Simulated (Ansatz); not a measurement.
MoSi2 (MoSi2 type, space group I4/mmm)

```
MoSi2
1.0
   -1.60086     1.60086     3.90929
    1.60086    -1.60086     3.90929
    1.60086     1.60086    -3.90929
Mo Si
1 2
Cartesian
  0.00000   0.00000   0.00000
  0.00000   0.00000   2.62155
  0.00000   0.00000   5.19702
```

Equation-of-state scan: isotropic scaling of the cell above, V₀ being its volume. The atoms relax within the cell's symmetry.

Calculation: r2SCAN (plane waves to 500 eV, PAW, scalar-relativistic; Ansatz, a quantum-chemistry and plane-wave program). k mesh 14×14×14 (Γ-centred), Fermi-Dirac smearing 0.05 eV. Energies are smeared free energies. Compression counts positive. With the shape held, the modulus is that of even scaling; a crystal free to change shape is softer. MoSi2 is run without spin polarisation. MoSi2 was relaxed with its symmetry unable to fall. The zero of ΔE is the relaxed starting cell. The last digit holds for this mesh only.

```
V (Å³/atom)  ΔE (meV/atom)
-----------  -------------
12.557                36.8
12.757                20.1
12.957            withheld
13.158                 2.1
13.358                 0.0
13.558                 2.0
13.759                 7.8
13.959                17.1
14.160                29.5
```

**Question.** Fit a third-order Birch-Murnaghan form (E₀, V₀, B₀, B₀′ free) to the given rows and predict ΔE at V = 12.957.

**Answer.** Least squares on the 8 given rows: ΔE = E₀ + (9V₀B₀/16)·y²·[2 + (B₀′ − 4)y], y = (V₀/V)^(2/3) − 1, with V₀ = 13.357 Å³/atom, B₀ = 218.9 GPa (160.2 GPa = 1 eV/Å³; the term in eV is multiplied by 1000), B₀′ = 4.69, E₀ = 0.01 meV/atom; root-mean-square residual 0.02 meV/atom. At 12.957 the fit gives 8.7 meV/atom; the calculation gives 8.7 meV/atom, the same to the digits shown. For the pressure the fit gives 7.1 GPa against the computed 7.2 GPa.

(A scan under strain: stresses follow from slopes of the energy per volume, elastic moduli from its curvatures.)
